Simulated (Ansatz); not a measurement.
**P: energy along a strain**

P, P4/mmm, a = 4.273 Å, c = 4.378 Å (as given, not relaxed at this level: -4.0 GPa). This isn't the element's structure at ambient conditions. Ansatz: r2SCAN, PAW, 500 eV, Γ-centred 12×12×12 mesh on 1 atom, Gaussian smearing 0.15 eV; no spin polarisation. Cell vectors (Å): 4.273 0.000 0.000; 0.000 4.273 0.000; 0.000 0.000 4.378. The cell is strained by x per cent times the pattern (0 0 0 0 0 1) in the order xx yy zz yz xz xy (engineering shears), with fractional coordinates held. y is the free energy over the start, V0 = 79.932 Å³/atom. Symmetry makes y even in x. Points with a strain past 8.5 % were computed too (2) and aren't used here.

| x (%) | y (meV/atom) |
| --- | --- |
| -5.00 | 1.26 |
| 0.00 | 0.00 |
| 1.25 | 0.08 |
| 2.50 | 0.32 |
| 3.75 | 0.71 |
| 6.25 | 1.97 |
| 7.50 | ? |

Fit y = c2 x² + c4 x⁴ to the other rows, get the stiffness along the pattern, and predict the missing energy.

Least squares on the rows shown. y = 0.05059 x² − 4.607×10⁻⁶ x⁴. The clamped-ion stiffness p·C·p = 2 × 0.5059 eV × 160.2 / 79.932 Å³ = 2.0 GPa, which is C66 in these axes (second derivative at the start, which stands under stress). At x = 7.50 the fit asked for gives 2.83 meV/atom. The run gave 2.82 meV/atom, so the fit is 0.01 meV/atom too high, a small miss on the scale of the series.